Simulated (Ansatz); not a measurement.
# Stress against strain in YPb3

```xyz
4
Lattice="4.8230 0.0000 0.0000 0.0000 4.8230 0.0000 0.0000 0.0000 4.8230" Properties=species:S:1:pos:R:3 pbc="T T T"
Y     0.0000    0.0000    0.0000
Pb    0.0000    2.4115    2.4115
Pb    2.4115    0.0000    2.4115
Pb    2.4115    2.4115    0.0000
```

Atom numbers follow the list: Y1, Pb2, Pb3, Pb4.

The cell is COD entry 1523308, as deposited and not checked against the literature; nothing was relaxed.

Spin polarisation is left out, and whether a magnetic state lies lower isn't shown here.

No spin–orbit coupling, which matters for the heavy atoms here.

All numbers below come from DFT, PBEsol, all-electron LAPW, scalar-relativistic (Ansatz 0.2.0).

Settings: a Γ-centred 8×8×8 k mesh, Fermi–Dirac smearing of 0.08 eV, basis error target 0.5 meV/atom, no spin polarisation.

The strain is applied along the Cartesian axes of the cell as listed (the other components stay zero). Fractional coordinates are held (clamped ions).

σ is the change of stress from the unstrained cell, which is at -0.52 GPa; tension is positive, so slopes are stress–strain coefficients at that pressure. In a metal the k mesh adds noise.

Only quantities that a quadratic follows smoothly over the whole series are listed; rougher ones are left out.

```tsv
εxx = εyy	σzz (GPa)	σxx (GPa)
-0.0200	-2.23	-2.50
0.0000	0.00	0.00
0.0100	0.95	1.07
0.0200	1.81	2.02
```

Question: Fit the series and read off the stiffness at zero strain.

Answer: Least-squares fits y = p0 + p1 x + p2 x² to the rows give σzz (GPa): p1 = 101, p2 = -520; σxx (GPa): p1 = 113, p2 = -600. So 2 C12 = 101 GPa and C11 + C12 = 113 GPa.

Question: One run, at εxx = εyy = -0.0100, is withheld. Predict its row.

Answer: The fits give -1.06, -1.19; the run gave -1.06, -1.18.
